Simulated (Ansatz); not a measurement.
A relaxed cell of La$_{2}$O$_{3}$ (P-3m1 (No. 164)), relaxed on a k-mesh at least as fine as the one used below. Calculation: r2SCAN (plane waves to 500 eV, PAW, scalar-relativistic; Ansatz, a quantum-chemistry and plane-wave program). Γ-centred k-mesh 7×4×4 on the run's cell (coarser than for final values), Fermi–Dirac smearing 0.05 eV.

```yaml
crystal:
  lattice:
    - [3.93526, 0.00000, 0.00000]
    - [-3.93526, 6.81607, 0.00000]
    - [0.00000, 0.00000, 6.12551]
  atoms:
    - { symbol: La, position: [0.33333, 0.33333, 0.74612] }
    - { symbol: La, position: [0.33333, 0.83333, 0.74612] }
    - { symbol: La, position: [0.66667, 0.16667, 0.25388] }
    - { symbol: La, position: [0.66667, 0.66667, 0.25388] }
    - { symbol: O, position: [0.00000, 0.00000, 0.50000] }
    - { symbol: O, position: [0.00000, 0.50000, 0.50000] }
    - { symbol: O, position: [0.66667, 0.16667, 0.85388] }
    - { symbol: O, position: [0.66667, 0.66667, 0.85388] }
    - { symbol: O, position: [0.33333, 0.33333, 0.14612] }
    - { symbol: O, position: [0.33333, 0.83333, 0.14612] }
```

Every atom was then displaced, and the forces became (eV/Å):

```json
[
 {"atom": "La1", "Fx": "0.15", "Fy": "-4.32", "Fz": "-0.08"},
 {"atom": "La2", "Fx": "-0.57", "Fy": "2.77", "Fz": "0.51"},
 {"atom": "La3", "Fx": "-0.64", "Fy": "-0.18", "Fz": "-0.91"},
 {"atom": "La4", "Fx": "1.72", "Fy": "0.71", "Fz": "-0.35"},
 {"atom": "O5", "Fx": "-0.49", "Fy": "-0.51", "Fz": "-0.76"},
 {"atom": "O6", "Fx": "0.00", "Fy": "-0.10", "Fz": "-0.54"},
 {"atom": "O7", "Fx": "-0.26", "Fy": "-0.41", "Fz": "0.21"},
 {"atom": "O8", "Fx": "0.63", "Fy": "1.99", "Fz": "1.04"},
 {"atom": "O9", "Fx": "0.55", "Fy": "-0.07", "Fz": "0.80"},
 {"atom": "O10", "Fx": "-1.10", "Fy": "0.13", "Fz": "0.08"}
]
```

Q: Which atom was moved farthest relative to the others, and in which direction?

A: La4, by (-0.26, -0.11, 0.05) Å (0.28 Å, mean shift removed); the next is O5 with 0.20 Å. Its force makes an angle of 179° with its move.

All displacements (Å):

```csv
atom,ux,uy,uz
La1,0.077,0.148,-0.022
La2,-0.018,-0.147,-0.072
La3,0.101,-0.073,0.022
La4,-0.237,-0.121,0.021
O5,0.202,0.040,0.030
O6,0.014,0.096,0.047
O7,0.104,0.080,-0.032
O8,-0.091,-0.099,-0.118
O9,-0.007,0.013,-0.039
O10,0.070,-0.053,-0.080
```

Q: Estimate the energy cost of the displacement in the harmonic approximation and compare with the calculation.

A: For a harmonic well ΔE = −½ Σ F·u = 1.190 eV a cell, or 119 meV/atom. The calculated energy relative to the undisplaced cell is +0.117 eV/atom, so the harmonic estimate holds well.

No spin polarisation in the result.

The run that gave the undisplaced cell could not lose the symmetry of its start; a randomly shaken copy of 10 atoms returns to this structure.

The first start was generated by placing the elements on the sites of a structure type. Materials Project lists a structure of La2O3 in the same space group, P-3m1 (No. 164); the sites were not compared with it, nor with measured phases.
